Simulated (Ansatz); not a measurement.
The relaxed structure here is a generated cell of ZnO: the first start was made by placing the elements on the sites of a structure type, and the end was not matched to a known phase here, so it may be hypothetical. Known forms of ZnO include space group No. 186.

One stationary structure of ZnO. Space group R3m (No. 160), AFLOW prototype AB_hR6_160_3a_3a (as in SiC). Computed with PBEsol (plane waves to 420 eV, PAW, scalar-relativistic; Ansatz, an electronic-structure program).

```cif
data_O3Zn3
_chemical_formula_sum 'O3 Zn3'
_space_group_name_H-M_alt 'P 1'
_space_group_IT_number 1
_cell_length_a 8.06136
_cell_length_b 8.06136
_cell_length_c 8.06136
_cell_angle_alpha 23.075
_cell_angle_beta 23.075
_cell_angle_gamma 23.075
loop_
_space_group_symop_operation_xyz
  'x, y, z'
loop_
_atom_site_label
_atom_site_type_symbol
_atom_site_fract_x
_atom_site_fract_y
_atom_site_fract_z
_atom_site_occupancy
O1 O 0.99966 0.99966 0.99966 1
O2 O 0.22195 0.22195 0.22195 1
O3 O 0.77758 0.77758 0.77758 1
Zn1 Zn 0.08365 0.08365 0.08365 1
Zn2 Zn 0.30577 0.30577 0.30577 1
Zn3 Zn 0.86138 0.86138 0.86138 1
```

Task: Estimate the band gap that PBEsol returns for this input.

Result: 0.67 eV, direct at Γ (no spin-orbit coupling).

No spin polarisation in the result.

The run could not lose the symmetry of its start, so the end can be a saddle point.
